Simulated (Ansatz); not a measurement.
The following input was run with Ansatz 0.2.0.

```yaml
crystal:
  lattice:
    - [-1.7767709445, 1.7767709445, 1.7767709445]
    - [1.7767709445, -1.7767709445, 1.7767709445]
    - [1.7767709445, 1.7767709445, -1.7767709445]
  atoms:
    - { symbol: Mg, position: [0.0, 0.0, 0.0] }
basis:
  ecutwfc: 420
kpoints:
  mp_grid: { grid: [16, 16, 16] }
hamiltonian:
  xc: pbesol
scf:
  occupations: { method: gaussian, width: 0.1 }
output:
  forces: true
  stress: true
  eigenvalues: true
  populations: true
```

Run as
```bash
ansatz run input.yaml --threads 1 --pin off --max-ram 1331MiB --backend cpu --events-out ev --progress --plain --runs-dir out
```

Method: DFT PBEsol, scalar-relativistic, plane waves, PAW in Ansatz 0.2.0.

Part of what the program printed, abridged:

```
Pseudopotentials: kind: paw
Pseudopotential: Mg, paw, valence charge 10, recommended cutoff 420 eV (normal)
Functional definition: PBEsol
Crystal: 1 atom, lattice volume = 22.436 Å³
Basis set: ecut = 420 eV, 429 PW (Γ), exchange–correlation on 48×48×48 points (8 copies of the dense FFT grid, shifted against one another)
Bands: 9, of which v1, the nominal top of the filled ones, is band 5 counted from 1 (4 counted from 0)
Symmetry: 48 space group operations
Space group: Im-3m (ITA 229), of the structure as read, at distance tolerance 2.8e-5 Å
k-points: 145 of 4096
Initial density: superposition of atomic densities (neutral atoms: chi_scale 0, normalization atom), corrected by the library's trained network
Initial wavefunctions: pseudopotential atomic-orbital guess
Functional: x = pbesol(κ = 0.804, μ = 0.12345679), c = pbesol(β = 0.046)
SCF iter   1: F=—  HF=-1912.023977 eV  |F-HF|=—  |Δ(HF+E_count)|=         —  Δρ=1.93e-3  dr2=3.09e-4  ethr=1.77e-3  ⟨swp⟩=5.3  Hψ=9129  notcnv=0
SCF iter   2: F=—  HF=-1912.023513 eV  |F-HF|=—  |Δ(HF+E_count)|=   4.63e-4  Δρ=5.31e-4  dr2=2.37e-5  ethr=3.09e-6  ⟨swp⟩=2.3  Hψ=3162  notcnv=0
SCF iter   3: F=—  HF=-1912.023490 eV  |F-HF|=—  |Δ(HF+E_count)|=   2.37e-5  Δρ=8.04e-5  dr2=7.71e-7  ethr=2.37e-7  ⟨swp⟩=2.0  Hψ=2011  notcnv=0  defer=2
SCF iter   4: F=-1912.023490 eV  HF=-1912.023490 eV  |F-HF|=8.23e-8  |Δ(HF+E_count)|=   5.29e-7  Δρ=2.13e-5  dr2=3.25e-8  ethr=7.71e-9  ⟨swp⟩=2.0  Hψ=1891  notcnv=0  defer=2
SCF iter   5: F=-1912.023490 eV  HF=-1912.023490 eV  |F-HF|=1.21e-9  |Δ(HF+E_count)|=   5.18e-8  Δρ=2.86e-6  dr2=4.80e-10  ethr=3.25e-10  ⟨swp⟩=2.0  Hψ=2017  notcnv=0  defer=2
SCF iter   6: F=-1912.023490 eV  HF=-1912.023490 eV  |F-HF|=2.02e-11  |Δ(HF+E_count)|=  7.62e-10  Δρ=3.16e-7  dr2=8.23e-12  ethr=4.80e-12  ⟨swp⟩=1.4  Hψ=4034  notcnv=0
SCF 1 converged in 6 iterations: F = -1912.023490 eV  dr2 = 8.23e-12
SCF converged after 6 iterations
Free energy (F): -1912.023490 eV
Harris-Foulkes:  -1912.023490 eV  (|F-HF|=2.02e-11)
Internal energy: -1912.021220 eV  (E = F + TS)
E sigma→0 (E₀):  -1912.022355 eV
Entropy (-TS):   -0.002270 eV (-2.270 meV/atom)
Fermi energy:    5.831620 eV
--- Per-component energies (eV) ---
  E_band       = -354.370530
  E_kinetic    = 74.982516
  E_local      = -1610.989906  (includes V_loc(G=0)·N_el)
  E_nonlocal   = 96.397734
  E_hartree    = 574.349380
  E_xc         = -28.186463
  E_vxc        = -36.544375  (∫ρ·V_xc dr)
  E_paw        = -281.289121  (= ΣΔE_a)
  E_vpaw       = -26.915388  (= ΣTr[D̂ρ^β])
  E_aug_tail   = -0.000002  (compensation charges beyond the density's cutoff)
  E_ewald      = -737.344221
  E_core_change = 0.058862  (= ΣΔE_core)
  E_smearing   = -0.002270  (= −TS)
--- Forces (eV/Å), atoms counted from 1 ---
  atom   1  Mg     0.00000000     0.00000000     0.00000000
--- Stress (GPa, compression-positive) ---
        0.098078       0.000000       0.000000
        0.000000       0.098078       0.000000
        0.000000       0.000000       0.098078
  P = ⅓ Tr σ = 0.0981 GPa (0.981 kbar)
--- Band table (eV; the first three rows and the last of 145) ---
  k-point 0: bands = ["-69.8509", "-36.7738", "-36.7738", "-36.7738", "-1.2287", "18.9828", "18.9828", "18.9828", "21.0261"]
  k-point 1: bands = ["-69.8508", "-36.7752", "-36.7743", "-36.7738", "-1.1351", "17.8789", "18.5015", "18.5407", "20.0836"]
  k-point 2: bands = ["-69.8504", "-36.7792", "-36.7757", "-36.7738", "-0.8547", "15.7621", "17.5971", "17.7692", "19.0594"]
  k-point 144: bands = ["-69.8444", "-36.8012", "-36.8012", "-36.8012", "9.7246", "9.7246", "9.7246", "9.8284", "9.8284"]
--- Löwdin populations: 1 site ---
  site symbol q [e]
     0     Mg      9.4645
  spilling = 0.053553 (of n_electrons = 10.000000)
```

Self-consistency was reached.